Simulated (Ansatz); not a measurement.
Values for one crystal, relaxed and computed with r²SCAN in the plane-wave PAW code Ansatz; other levels are named.

```yaml
volume_per_atom: 19.83 Å³
electronic_character: metallic (no gap)
Density of states at the Fermi level: 0.54 states/eV per atom (mean over ±0.08 eV)
Formation energy from the elements (no fitted shifts): -0.34 eV/atom
```

Question: Pick the material that matches.
A. Si2Mo, MoSi2 or CaC2 type
B. HgTe, zinc blende
C. Te2Pd3, Cmcm (Te on 4a, Te on 4c, Pd on 4c, Pd on 8f)
D. Si2W, MoSi2 or CaC2 type

Answer: C, Te2Pd3, Cmcm (Te on 4a, Te on 4c, Pd on 4c, Pd on 8f)

The workflow started from a Materials Project entry (that database holds measured and hypothetical structures alike); the Crystallography Open Database copy checked does not list it. Whether it is the stable phase at ambient conditions was not checked. The cell was relaxed with r²SCAN under the symmetry of its start; whether a distortion lowers the energy is not shown. The run is not spin-polarised. The references are the lowest solids computed at this level, not always the standard phases. Scalar-relativistic: spin–orbit coupling is off unless named, which matters more the heavier the elements.

Potentials: the later of the program's two PAW sets.
